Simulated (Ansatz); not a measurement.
**Co: predicting SCF behaviour**

Co is taken as a measured crystal structure (space group P6_3/mmc), 2 atoms in the cell. Source: COD entry 9012950, which need not be the ambient phase.

```
Co
1.0
     2.50540    0.00000    0.00000
    -1.25270    2.16974    0.00000
     0.00000    0.00000    4.08930
Co
2
Direct
  0.33333 0.66667 0.25000
  0.66667 0.33333 0.75000
```

Numbers behind element symbols give the atom's place in this list.

Method: Ansatz development build ahead of 0.2.0, DFT, PBE, PAW, plane waves, scalar-relativistic.

```json
{"Plane-wave cutoff": "420 eV", "k-point mesh": "14×14×7 (Γ-centred)", "Occupations": "Fermi–Dirac smearing, 0.05 eV", "Spin": "collinear, starting moments Co1 3.00, Co2 3.00 μB"}
```

The total moment includes the space between the atomic spheres.

The starting density is a sum of atomic densities. β is the mixing step of the charge; the magnetisation has a step of its own, which the program sets unless it is named.

Only one magnetic start was run, with no search, so the state need not be the lowest.

Default run: converged in 10 iterations, ferromagnetic, site moments Co1 1.71, Co2 1.71 μB, total 3.28 μB per cell, no gap on the k-mesh. The search for lower states is off, and runs that name a mixer don't switch to direct minimisation.

Task: Change to Broyden, β 0.7, preconditioner Resta (limit 80 iterations). Does it converge, and to what?

Result: Converged in 13 iterations: the same free energy, Resta's filter was dropped, as the levels read as a metal's, so the mixing went unfiltered.

Task: Outcome with iteration limit 15?

Result: Converged in 9 iterations: the same free energy.

Task: Outcome with Broyden, β 0.5, history 8, no preconditioner (limit 80 iterations)?

Result: Converged in 13 iterations: the same free energy.

Task: What happens with Anderson, β 1.0, backtracking line search (limit 80 iterations)?

Result: Converged in 12 iterations: the same free energy.

Task: Outcome with Anderson, β 0.02, history 8, no preconditioner (limit 80 iterations)?

Result: Converged in 58 iterations: the same free energy.

Task: Rank these settings by the iterations they needed, fewest first.
A. Anderson, β 1.0, backtracking line search
B. Anderson, β 0.8, history 12, no preconditioner
C. default SCF settings
D. Anderson, β 0.02, history 8, no preconditioner
E. iteration limit 15

Result: E (9), C (10), A (12), B (13), D (58).
